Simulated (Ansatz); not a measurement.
# Relaxing a structure of Ir

The start is a relaxed Ir cell displaced along its unstable phonon at q = (0, 0, ½) of its primitive reciprocal cell (70i cm⁻¹), largest move 0.15 Å. The structure is fully relaxed (lattice and positions, P = 0) with PBEsol (plane waves to 420 eV, PAW, scalar-relativistic; Ansatz, an electronic-structure program). First-step values are on the input's coarse k-mesh.

Ansatz input (later rounds restart from its end on a renewed k-mesh):
Ansatz 0.2 input:
```yaml
crystal:
  lattice:
    - [2.6291564133, 0, 0]
    - [-1.3145782067, 2.2769162445, 0]
    - [0, 0, 5.131973275]
  atoms:
    - { symbol: Ir, position: [-0.032939288, -0.0658785761, 0] }
    - { symbol: Ir, position: [0.032939288, 0.0658785761, 0.5] }
basis: { ecutwfc: 420, ecutrho_ratio: 4, xc_grid: 2, fft_grid_basis: typed }
kpoints: { mp_grid: { grid: [14, 14, 7] } }
hamiltonian:
  xc: pbesol
  dispersion: none
  pseudopotentials: { kind: paw }
scf: { occupations: { method: fermi_dirac, width: 0.05 } }
relax: { f_tol: 0.01, max_steps: 100, cell: { stress_tol: 0.02 } }
output: { forces: true, stress: true }
```

**Question.** Which atoms feel the largest initial force, and how large is it?

**Answer.** 0.05 eV/Å, on Ir1, Ir2 (atoms numbered as listed).

**Question.** By how much does the energy per atom fall from start to end?

**Answer.** 0.54 eV/atom.

**Question.** How does the volume change?

**Answer.** -8.1 %, from 15.36 to 14.11 Å³/atom.

**Question.** Does it find its way back to the structure it was made from?

**Answer.** It does not go back: it reaches P6₃/mmc (No. 194), hcp (Mg type), 0.56 eV/atom below the parent.

**Question.** How do the shortest distances between atoms change?

**Answer.** The closest pairs of elements (up to four, under 3.6 Å), start → end: Ir–Ir 2.58 → 2.71 Å.

**Question.** Is the relaxed structure metallic? Give its gap.

**Answer.** Zero (metallic).

Final values are on a 20×20×11 k-mesh of the relaxed cell. No spin polarisation in the result.

The run could not lose the symmetry of its start, so the end can be a saddle point.

The relaxed structure here is a generated cell of Ir: the first start was made by placing the elements on the sites of a structure type, and the end was not matched to a known phase here, so it may be hypothetical. Known forms of Ir include space group No. 225.
